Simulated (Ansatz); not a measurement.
## Cd5Se2S3: computed properties

Theory: DFT PBE, scalar-relativistic, plane waves, PAW in Ansatz 0.2.0.

Settings: cutoff 420 eV, Γ-centred mesh 10×10×10 on the computed 10-atom cell, Gaussian smearing of 0.02 eV; no spin polarisation.

The structure is relaxed at this level of theory with its symmetry kept, and needn't be the ground state of this composition.

```
Cd Se S
1.0
    -2.13388    2.13388   15.06214
     2.13388   -2.13388   15.06214
     2.13388    2.13388  -15.06214
Cd Se S
5 2 3
Cartesian
  0.0000 0.0000 26.9290
  0.0000 0.0000 15.0621
  0.0000 0.0000 3.1953
  0.0000 0.0000 21.1509
  0.0000 0.0000 8.9733
  0.0000 2.1339 1.5974
  0.0000 2.1339 13.4647
  2.1339 0.0000 4.6436
  0.0000 2.1339 7.5311
  2.1339 0.0000 10.4185
```

| Property | Result |
| --- | --- |
| Space group | I-4m2 (No. 119) |
| Volume per atom | 27.43 Å³ |
| Formation energy from the elements' standard states (uncorrected) | -0.644 eV/atom |
| Kohn–Sham band gap | 0.74 eV, direct at Γ |
| Orbital (Löwdin) character of the top 1 eV of the valence band | Se 4p 48 %, S 3p 43 % |
| Orbital (Löwdin) character of the lowest 1 eV of the conduction band | Cd 5s 55 %, S 3p 14 %, Se 4p 11 %, S 3s 11 % |
| Electron masses at the edge by direction of the standard setting (m_e; one valley, along these axes only; no spin-orbit coupling) | x: 0.087; y: 0.087; z: 0.091 |
| Hole masses at the edge by direction of the standard setting (m_e; one valley, along these axes only; no spin-orbit coupling) | x: 0.087, 4.4; y: 0.087, 4.4; z: 1.1, 1.1 |
| Bader charge by site (e) | Cd (2 in the cell) 0.79, Cd (1 in the cell) 0.72, Cd (2 in the cell) 0.85, Se (2 in the cell) -0.72, S (2 in the cell) -0.85, S (1 in the cell) -0.86 |

The cell was found from a structure generator's guess, not taken from experiment. Kohn–Sham gaps at this level usually fall short of measured ones. Löwdin shares on free-atom orbitals overweight diffuse shells in the empty bands.
